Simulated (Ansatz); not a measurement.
## Lattice vibrations of BP at Γ at -1 GPa

All numbers below come from DFT LDA, scalar-relativistic, plane waves, PAW in Ansatz 0.2.0. Settings: 420 eV plane-wave cutoff, Γ-centred 10×10×10 mesh, fixed occupations. No spin polarisation. Phonons by linear response, acoustic sum rule imposed.

The cell, relaxed at -1 GPa:
```yaml
crystal:
  lattice:
    - [0.00000, 2.24949, 2.24949]
    - [2.24949, 0.00000, 2.24949]
    - [2.24949, 2.24949, 0.00000]
  atoms:
    - { symbol: B, position: [0.00000, 0.00000, 0.00000] }
    - { symbol: P, position: [0.75000, 0.75000, 0.75000] }
```

(1) Is this structure stable against zone-centre distortions?

(2) List the optical modes at Γ without the LO field (i marks imaginary ones).

## Answers

(1) Yes, at Γ: no optical mode is imaginary. Strains and other wave vectors aren't tested by this run.

(2)
```
frequency (cm⁻¹) degeneracy IR intensity of the level ((D/Å)²/amu)
             816           3                                    3.34
```

Cost: 1 run of about 0.34 core-minutes, on Intel Xeon Processor @ 2.70GHz (shared hosts).